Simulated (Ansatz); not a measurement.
Relaxed-ion elastic tensor of Sc2AlC in space group P6_3/mmc (No. 194; Sc on 4f, Al on 2d, C on 2a) in GPa (Voigt order), DFT-PBEsol in the program Ansatz with PAW potentials; density 3.12 g/cm³, 17.18 Å³ per atom.

```csv
,1,2,3,4,5,6
1,177,64.1,37.6,0.0,0.0,0.0
2,64.1,177,37.6,0.0,0.0,0.0
3,37.6,37.6,186,0.0,0.0,0.0
4,0.0,0.0,0.0,46.3,0.0,0.0
5,0.0,0.0,0.0,0.0,46.3,0.0
6,0.0,0.0,0.0,0.0,0.0,56.2
```

Is the crystal mechanically stable?

Yes: the smallest eigenvalue of C is 46.3 GPa.

Work out the Voigt, Reuss and Hill averages.

K_V = 90.8, K_R = 90.7, K_H = 90.8; G_V = 56.4, G_R = 54.5, G_H = 55.4 GPa.

Give Young's modulus, Poisson's ratio, Pugh's ratio and the universal anisotropy index.

E = 9KG/(3K + G) = 138 GPa; ν = 0.25; K/G = 1.64 (brittle by the Pugh limit of 1.75); A_U = 5G_V/G_R + K_V/K_R − 6 = 0.18.

Estimate the sound speeds and the Debye temperature.

v_l = √((K + 4G/3)/ρ) = 7270 m/s, v_t = √(G/ρ) = 4220 m/s, mean 4680 m/s; Θ = (h/k)(3n/4πV)^(1/3) v_m = 540 K.

How much does each axis shrink under pressure?

Linear compressibilities β_i = Σ_j S_ij (j = 1 to 3): x 3.5, y 3.5, z 4.0 per TPa.

The first step of the workflow began from a Materials Project structure, measured or hypothetical; the Crystallography Open Database copy checked does not list it. Its standing as an ambient phase is unchecked. Symmetry was held in the PBEsol relaxation; of distortions, only those at the zone centre were tested. No spin polarisation was allowed. As this level gives no gap, shear constants depend on the k-mesh and smearing (Fermi–Dirac, 0.1 eV here).

Potentials: the later of the program's two PAW sets.
